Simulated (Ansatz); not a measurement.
**How much do the gradients of Mg₂Mn₃VS₈ depend on the method?**

Cell: a computed structure from the Materials Project (it need not be an observed phase), atoms as given.

Space group R-3m:H (No. 166); a = 7.2621, c = 17.8124 Å, γ = 120.00°.

| site | Wyckoff | site symmetry | x | y | z |
| --- | --- | --- | --- | --- | --- |
| Mg | 6c | 3m | 0.0000 | 0.0000 | 0.8749 |
| Mn | 9e | .2/m | 0.1667 | 0.3333 | 0.3333 |
| V | 3b | -3m | 0.0000 | 0.0000 | 0.5000 |
| S7 | 6c | 3m | 0.0000 | 0.0000 | 0.7379 |
| S8 | 18h | .m | 0.8499 | 0.6998 | 0.4133 |

One atom of each set is listed; the run and its k-mesh use a cell of 14 atoms with edges of 7.27, 7.27, 7.27 Å.

First run. Method: Kohn–Sham DFT in Ansatz, PBE, plane waves and PAW, scalar-relativistic, collinear spin, 420 eV cutoff, Γ-centred 6×6×6 k-points, Fermi–Dirac smearing 0.05 eV. Start moments as typed (μB): 4 on each Mn, 2 on each V, none on the rest.

```csv
site,V_zz (10²¹ V/m²),η,m (μB)
Mg,0.12,0.00,0.02
Mn,-0.76,0.28,3.62
V,-0.88,0.00,1.74
S7,-1.25,0.00,-0.02
S8,-2.93,0.97,-0.02
```

Second run. The same atoms and settings, except that the functional is r2SCAN and the cutoff is 500 eV.

(1) What does the second run give?

Results:

(1) 

```tsv
site	V_zz	η	change of V_zz	m (μB)
Mg	0.079	0.00	-0.04	0.02
Mn	-0.93	0.14	-0.17	3.82
V	1.91	0.00	+2.79	1.82
S7	-1.82	0.00	-0.57	-0.07
S8	-3.22	0.99	-0.29	-0.06
```

The largest change of V_zz is on V, from -0.88 to 1.91. In per cent, |V_zz| changes by +10 on S (all sites that start above 2). V_zz changes sign on V (same axis). The absolute magnetisation of the cell goes from 14.6 to 15.4 μB.

The run finds no gap above 0.1 eV (a metal, or nearly one), so the gradients can move by 10 % or more with the k-mesh. Semilocal functionals can leave a metal where correlation in the d or f shell opens a gap in the real compound, and that would change the values at and beside Mn and V. All moments are parallel here, as the start or the cell imposes; many such compounds order antiparallel, where fields and spin densities carried over to other atoms largely cancel. The magnetic order is the one that the run reached from its start moments, not necessarily the measured one.
For the second run: The program didn't check the stability of this electronic state in full, so a lower one may lie near.
